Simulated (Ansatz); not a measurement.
The start is a generated cell, Al2Cu placed in the C15 structure type. The cell and all atomic positions are relaxed at zero pressure with r2SCAN (plane waves to 500 eV, PAW, scalar-relativistic; Ansatz, an electronic-structure program). The first steps use a coarse 8×8×8 k-mesh.

Initial structure:
```
CELL_PARAMETERS angstrom
      0.00000     3.72990     3.72990
      3.72990     0.00000     3.72990
      3.72990     3.72990     0.00000
ATOMIC_POSITIONS crystal
  Al 0.62500 0.62500 0.62500
  Al 0.12500 0.62500 0.62500
  Al 0.62500 0.12500 0.62500
  Al 0.62500 0.62500 0.12500
  Cu 0.25000 0.25000 0.25000
  Cu 0.00000 0.00000 0.00000
```

Problem. By how much does the energy per atom fall from start to end?

Solution. 0.03 eV/atom.

Problem. How does the volume per atom move from start to end?

Solution. -9.0 %, from 17.30 to 15.74 Å³/atom.

Problem. How do the shortest distances between atoms change?

Solution. The closest pairs of elements (up to four, under 3.6 Å), start → end: Al–Al 2.64 → 2.56 Å; Al–Cu 3.09 → 3.00 Å; Cu–Cu 3.23 → 3.13 Å.

Problem. What does it relax into? Give the structure.

Solution. 
```cif
data_Al16Cu8
_chemical_formula_sum 'Al16 Cu8'
_space_group_name_H-M_alt 'Fd-3m :1'
_space_group_IT_number 227
_space_group_name_Hall 'F 4d 2 3 -1d'
_cell_length_a 7.22834
_cell_length_b 7.22834
_cell_length_c 7.22834
_cell_angle_alpha 90.000
_cell_angle_beta 90.000
_cell_angle_gamma 90.000
loop_
_atom_site_label
_atom_site_type_symbol
_atom_site_symmetry_multiplicity
_atom_site_Wyckoff_symbol
_atom_site_fract_x
_atom_site_fract_y
_atom_site_fract_z
_atom_site_occupancy
Al1 Al 16 c 0.12500 0.12500 0.12500 1
Cu1 Cu 8 b 0.50000 0.50000 0.50000 1
```
(The calculation used a cell of 6 atoms; values per cell refer to that cell.)

The space group stays Fd-3m (No. 227) (the run could not lower it); the end is cubic Laves (MgCu2 type), with 6 atoms in the primitive cell. Final values are on a 11×11×11 k-mesh of the relaxed cell. No spin polarisation in the result.

The run could not lose the symmetry of its start, so the end can be a saddle point.

All atoms sit on sites fixed by symmetry, so only the cell could relax.

The relaxed structure here is a generated cell of Al2Cu: the first start was made by placing the elements on the sites of a structure type, and the end was not matched to a known phase here, so it may be hypothetical. Known forms of Al2Cu include space group No. 140.
